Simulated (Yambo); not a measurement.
```xyz
4
Lattice="3.7950 0.0000 0.0000 0.0000 3.7950 0.0000 0.0000 0.0000 3.7950" Properties=species:S:1:pos:R:3 pbc="T T T"
O      0.0000     0.0000     1.8975
O      1.8975     0.0000     0.0000
O      0.0000     1.8975     0.0000
W      0.0000     0.0000     0.0000
```

WO$_{3}$ (ReO3 type, space group Pm-3m, No. 221): G0W0@PBEsol in Yambo (4×4×4 Γ-centred k mesh, bands 2 to 129 and a 10 Ry block in the screening, 129 bands in G with the Bruneval-Gonze terminator, plasmon pole fitted at 27.2 eV) on wavefunctions from Quantum ESPRESSO. With the symmetry operations that carry no fractional translation, the mesh has 10 irreducible k points, and the gap R → Γ is 1.463 eV.

Q: What changes when point-group symmetry is switched off and time reversal alone is kept?

A: The mesh then has 36 irreducible points. The exact result doesn't change; the run gives 1.466 eV, and the difference is numerical residue, whose source wasn't traced. Rough time against the symmetric run: about 3× for the empty bands, about 3× for Yambo (3 states against 4).

Spin-orbit coupling is not included.

Geometry relaxed with PBEsol.

The structure is a Materials Project entry; no match was found in the copy of COD used, and its stability was not checked.
